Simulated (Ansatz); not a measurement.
Notes on SeS

```
S Se
1.0
   -13.22461    0.00000    0.00000
     0.00000   -3.16962    2.49518
     0.00000    3.16962    2.49518
S Se
4 4
Direct
  0.83361 0.93890 0.06110
  0.16639 0.06110 0.93890
  0.66639 0.43890 0.56110
  0.33361 0.56110 0.43890
  0.94816 0.18490 0.44030
  0.05184 0.44030 0.18490
  0.55184 0.68490 0.94030
  0.44816 0.94030 0.68490
```

The numbers come from plane-wave PAW DFT (Ansatz): PBEsol, no spin polarisation, 420 eV, 3×9×9 Γ-centred k points, fermi-dirac occupations (width 0.0316 eV). Nothing was relaxed.

- Charges: Bader charges in e: Se +0.24, S -0.24. In the mean Se gives up most and S takes most.
- Contacts: Se–Se at 2.12 Å: least valence density 1.00 e/Å³ and ELF 0.73 there. Both are smooth PAW fields, read partly inside the augmentation spheres.
- Electronic structure: It is a metal, with about 8.6 states/eV a cell as the mean within 0.25 eV of the Fermi level, mostly S p (68 %) and Se p (29 %).
- Forces: The largest is on Se5 (and as large on other atoms): 4.80 eV/Å, components (3.50, 3.25, -0.43). It makes 171° with the line to a nearest neighbour, Se6 at 2.12 Å, pointing away from it.

Origin: a known structure type with other elements, at an estimated volume, so it need not be a known compound. Caveats: many states at the Fermi level without spin polarisation, so a magnetic state may lie lower; atoms or cell far from equilibrium.
